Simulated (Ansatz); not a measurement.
AlNi (Pm-3m) under several functionals

Plane-wave DFT in Ansatz with scalar-relativistic PAW potentials. The same structure was relaxed (cell and atoms, symmetry kept) in separate runs at each level. Whether it is the stable form of this composition wasn't checked. No spin polarisation.

| level | cutoff (eV) | k mesh | V (Å³/atom) | a (Å) |
| --- | --- | --- | --- | --- |
| LDA | 420 | 14×14×14 | 11.366 | 2.833 |
| PBEsol | 420 | 14×14×14 | 11.726 | 2.862 |
| PBE | 420 | 14×14×14 | 12.108 | 2.893 |

Problem. Where does r2SCAN (500 eV, k mesh 14×14×14) fall?

Solution. V (Å³/atom) 11.738, a (Å) 2.863. Its volume is between those of PBEsol and PBE. The usual order of volumes, LDA < PBEsol < PBE, holds here (11.366, 11.726, 12.108 Å³/atom). As a rule LDA overbinds; PBEsol, built on the gradient expansion of slowly varying densities, lies between LDA and PBE; PBE's stronger gradient term for exchange weakens bonds. r2SCAN lies 3.1 % under PBE in volume.